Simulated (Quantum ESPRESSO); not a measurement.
Zr3Au2TiRu2, input and log of a self-consistent run

Simulated, not a measurement. The program is pw.x of Quantum ESPRESSO 7.5 (plane-wave density functional theory). The cell is made up: eight metal atoms on a hexagonal close-packed lattice, with elements, volume, strain and displacements drawn at random and not relaxed, so it may be unstable or far from any real phase. PseudoDojo standard norm-conserving files set the functional (PBE unless stated); there is no spin polarisation or spin-orbit coupling, the Fermi-Dirac width of 0.25 eV means electrons at about 2900 K, and the masses in the input are unused placeholders. Heavy elements are run without spin-orbit coupling, which real alloys of them have. A spin test at this wide smearing found no moment, but such smearing suppresses magnetism that the real alloy may have.

Input:

```
&control calculation='scf', pseudo_dir='./dojo.nc.sr.pbe.v0_5.standard.upf', outdir='./o', disk_io='minimal', tprnfor=.true., tstress=.true. /
&system ibrav=0, nat=8, ntyp=4, nbnd=75, ecutwfc=84.00895049, nosym=.true., tot_charge=0,
 occupations='smearing', smearing='fd', degauss=0.0183746611
/
&electrons conv_thr=1.470e-08, electron_maxstep=70, mixing_beta=0.5 /
ATOMIC_SPECIES
Au 1.0 Au.upf
Ru 1.0 Ru.upf
Ti 1.0 Ti.upf
Zr 1.0 Zr.upf
CELL_PARAMETERS angstrom
3.0104 0.0 0.0
0.0 5.2141 0.0
0.0 0.0 9.6687
ATOMIC_POSITIONS angstrom
Zr 0.039 0.0219 -0.028
Au 0.0182 0.035 4.8446
Ti -0.0066 1.6634 2.477
Ru -0.0407 1.7533 7.2653
Zr 1.4828 2.5625 0.0158
Zr 1.5941 2.6213 4.8558
Ru 1.4851 4.3691 2.3083
Au 1.5533 4.3108 7.2294
K_POINTS automatic
8 5 3 1 1 1
```

The log is shortened where brackets say so; the opening notice, blank lines, dates and the lines on written files are dropped, and the path of the files is cut. It prints rydbergs, bohrs and kilobars, and counts compression as positive stress. Its total energy is the free energy E - TS of the whole cell.

```
     Program PWSCF v.7.5
     Parallel version (MPI & OpenMP), running on       4 processor cores
     Number of MPI processes:                 4
     Threads/MPI process:                     1
     [start-up lines left out]
     bravais-lattice index     =            0
     lattice parameter (alat)  =       5.6888  a.u.
     unit-cell volume          =    1024.1610 (a.u.)^3
     number of atoms/cell      =            8
     number of atomic types    =            4
     number of electrons       =       118.00
     number of Kohn-Sham states=           75
     kinetic-energy cutoff     =      84.0090  Ry
     charge density cutoff     =     336.0358  Ry
     scf convergence threshold =      1.5E-08
     mixing beta               =       0.5000
     number of iterations used =            8  plain     mixing
     Exchange-correlation= PBE
                           (   1   4   3   4   0   0   0)
     [axes and pseudopotential details left out]
   Cartesian axes
     site n.     atom                  positions (alat units)
         1        Zr     tau(   1) = (   0.0129551   0.0072748  -0.0093011  )
         2        Au     tau(   2) = (   0.0060457   0.0116264   1.6092878  )
         3        Ti     tau(   3) = (  -0.0021924   0.5525512   0.8228142  )
         4        Ru     tau(   4) = (  -0.0135198   0.5824143   2.4134002  )
         5        Zr     tau(   5) = (   0.4925591   0.8512158   0.0052485  )
         6        Zr     tau(   6) = (   0.5295310   0.8707481   1.6130082  )
         7        Ru     tau(   7) = (   0.4933231   1.4513354   0.7667752  )
         8        Au     tau(   8) = (   0.5159779   1.4319692   2.4014749  )
     number of k points=    60  Fermi-Dirac smearing, width (Ry)=  0.0184
                       cart. coord. in units 2pi/alat
        k(    1) = (   0.0625000   0.0577358   0.0518925), wk =   0.0333333
        k(    2) = (   0.0625000   0.0577358  -0.1556776), wk =   0.0333333
     [further k points left out]
     Dense  grid:   106607 G-vectors     FFT dimensions: (  36,  60, 108)
     Estimated max dynamical RAM per process >     419.21 MB
     Estimated total dynamical RAM >       1.56 GB
     Initial potential from superposition of free atoms
     starting charge     117.9896, renormalised to     118.0000
     Starting wfcs are   80 randomized atomic wfcs
     total cpu time spent up to now is        5.1 secs
     per-process dynamical memory:   336.2 Mb
     Self-consistent Calculation
     iteration #  1     ecut=    84.01 Ry     beta= 0.50
     Davidson diagonalization with overlap
     ethr =  1.00E-02,  avg # of iterations =  2.6
     total cpu time spent up to now is       16.3 secs
     total energy              =   -1411.12074748 Ry
     estimated scf accuracy    <      12.72523232 Ry
     iteration #  2     ecut=    84.01 Ry     beta= 0.50
     Davidson diagonalization with overlap
     ethr =  1.00E-02,  avg # of iterations =  5.5
     total cpu time spent up to now is       31.0 secs
     total energy              =   -1408.72946858 Ry
     estimated scf accuracy    <     226.49798669 Ry
     iteration #  3     ecut=    84.01 Ry     beta= 0.50
     Davidson diagonalization with overlap
     ethr =  1.00E-02,  avg # of iterations =  4.2
     total cpu time spent up to now is       44.4 secs
     total energy              =   -1418.39104627 Ry
     estimated scf accuracy    <      30.00260243 Ry
     iteration #  4     ecut=    84.01 Ry     beta= 0.50
     Davidson diagonalization with overlap
     ethr =  1.00E-02,  avg # of iterations =  2.5
     total cpu time spent up to now is       54.1 secs
     total energy              =   -1419.53578969 Ry
     estimated scf accuracy    <       6.38564822 Ry
     iteration #  5     ecut=    84.01 Ry     beta= 0.50
     Davidson diagonalization with overlap
     ethr =  5.41E-03,  avg # of iterations =  3.0
     total cpu time spent up to now is       63.6 secs
     total energy              =   -1419.47155933 Ry
     estimated scf accuracy    <       4.26920973 Ry
     [iterations 6 to 16 left out]
     iteration # 17     ecut=    84.01 Ry     beta= 0.50
     Davidson diagonalization with overlap
     ethr =  1.01E-08,  avg # of iterations =  1.0
     total cpu time spent up to now is      183.7 secs
     total energy              =   -1419.64012192 Ry
     estimated scf accuracy    <       0.00000083 Ry
     iteration # 18     ecut=    84.01 Ry     beta= 0.50
     Davidson diagonalization with overlap
     ethr =  7.03E-10,  avg # of iterations =  2.0
     total cpu time spent up to now is      193.0 secs
     total energy              =   -1419.64012201 Ry
     estimated scf accuracy    <       0.00000077 Ry
     iteration # 19     ecut=    84.01 Ry     beta= 0.50
     Davidson diagonalization with overlap
     ethr =  6.52E-10,  avg # of iterations =  1.0
     total cpu time spent up to now is      201.3 secs
     total energy              =   -1419.64012206 Ry
     estimated scf accuracy    <       0.00000006 Ry
     iteration # 20     ecut=    84.01 Ry     beta= 0.50
     Davidson diagonalization with overlap
     ethr =  4.79E-11,  avg # of iterations =  2.6
     total cpu time spent up to now is      210.9 secs
     total energy              =   -1419.64012207 Ry
     estimated scf accuracy    <       0.00000004 Ry
     iteration # 21     ecut=    84.01 Ry     beta= 0.50
     Davidson diagonalization with overlap
     ethr =  3.04E-11,  avg # of iterations =  1.0
     total cpu time spent up to now is      218.9 secs
     End of self-consistent calculation
     [lines on levels left out]
!    total energy              =   -1419.64012207 Ry
     estimated scf accuracy    <          3.0E-09 Ry
     smearing contrib. (-TS)   =      -0.14648590 Ry
     internal energy E=F+TS    =   -1419.49363617 Ry
     The total energy is F=E-TS. E is the sum of the following terms:
     one-electron contribution =    -451.48004804 Ry
     hartree contribution      =     282.27037788 Ry
     xc contribution           =    -249.86562970 Ry
     ewald contribution        =   -1000.41833630 Ry
     convergence has been achieved in  21 iterations
     Forces acting on atoms (cartesian axes, Ry/au):
     atom    1 type  4   force =    -0.00149778   -0.01472710   -0.00854984
     atom    2 type  1   force =     0.00423334    0.00009384   -0.01946794
     atom    3 type  3   force =     0.00205588   -0.00126524    0.00885284
     atom    4 type  2   force =     0.00392164   -0.00692690    0.00499451
     atom    5 type  4   force =     0.00415363    0.01772686   -0.02512571
     atom    6 type  4   force =    -0.00779385    0.00658974    0.02234839
     atom    7 type  2   force =    -0.00109876   -0.01413877    0.00747555
     atom    8 type  1   force =    -0.00397410    0.01264757    0.00947220
     Total force =     0.054319     Total SCF correction =     0.000273
     Computing stress (Cartesian axis) and pressure
          total   stress  (Ry/bohr**3)                   (kbar)     P=      -40.75
   0.00003087  -0.00002857  -0.00002052            4.54       -4.20       -3.02
  -0.00002857  -0.00041090   0.00013233           -4.20      -60.45       19.47
  -0.00002052   0.00013233  -0.00045107           -3.02       19.47      -66.36
     init_run     :      4.76s CPU      4.94s WALL (       1 calls)
     electrons    :    208.92s CPU    213.88s WALL (       1 calls)
     forces       :      1.80s CPU      1.82s WALL (       1 calls)
     stress       :      6.24s CPU      6.25s WALL (       1 calls)
     [timing details left out]
     PWSCF        :   3m41.83s CPU   3m47.04s WALL
     JOB DONE.
```

In other units: free energy -19315.188 eV for the cell, pressure -4.08 GPa, largest force component 0.646 eV/Å in size. The run took 229 s of wall time with four MPI processes on a shared machine (AMD EPYC, Zen 5, virtual cores), so the time is rough. A rerun of this cell at a higher cutoff and on a denser mesh moved values by no more than 0.002 eV in energy, 0.06 GPa in stress and 0.003 eV/Å in force, and a second program with other atomic files agreed on that cell to 2 % rms in force and 0.5 GPa in pressure.